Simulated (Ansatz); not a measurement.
An Ansatz (an electronic-structure program) input:

Ansatz 0.2 input:
```yaml
crystal:
  lattice:
    - [4.3679945029, 0.0, 0.0]
    - [-2.1839972514, 3.7827942031, 0.0]
    - [0.0, 0.0, 7.6061379679]
  atoms:
    - { symbol: Ba, position: [0.0, 0.0, 0.0] }
    - { symbol: Mg, position: [0.6666666667, 0.3333333333, 0.3775351711] }
    - { symbol: Mg, position: [0.3333333333, 0.6666666667, 0.6224648289] }
    - { symbol: P, position: [0.6666666667, 0.3333333333, 0.7224994979] }
    - { symbol: P, position: [0.3333333333, 0.6666666667, 0.2775005021] }
kpoints:
  mp_grid: { grid: [6, 6, 3] }
  band_path:
    path:
      - [[0.0, 0.0, 0.0], [0.5, 0.0, 0.0], [0.3333333333, 0.3333333333, 0.0], [0.0, 0.0, 0.0], [0.0, 0.0, 0.5], [0.5, 0.0, 0.5], [0.3333333333, 0.3333333333, 0.5], [0.0, 0.0, 0.5]]  # Γ-M-K-Γ-A-L-H-A
      - [[0.5, 0.0, 0.5], [0.5, 0.0, 0.0]]  # L-M
      - [[0.3333333333, 0.3333333333, 0.5], [0.3333333333, 0.3333333333, 0.0]]  # H-K
      - [VBM, CBM]
    npoints: 8
hamiltonian:
  xc: r2scan
  pseudopotentials: { kind: paw }
magnetization: { noncollinear: true, spin_orbit: true }
scf:
  n_extra_bands: 12
  convergence: { dr2_threshold: 0.0000000001 }
  occupations: { method: gaussian, width: 0.01 }
checkpoint: { write: soc.run }
output: { eigenvalues: true }
```

Problem. How many symmetry operations and irreducible k-points will the run report?

Solution. 12 operations, 17 of 108 k-points.

Problem. With a cutoff of 500 eV, how many plane waves at Γ?

Solution. 3129.

It took about 8 core-minutes (a rough figure) on shared server cores.

Space group P-3m1. The first step of the workflow began from a Materials Project structure, measured or hypothetical; the Crystallography Open Database copy checked does not list it. Whether it is the stable phase at ambient conditions was not checked. The cell was relaxed with r²SCAN under the symmetry of its start; its stability against distortions is not shown here.

Potentials: the later of the program's two PAW sets.

Ansatz is a plane-wave DFT program.
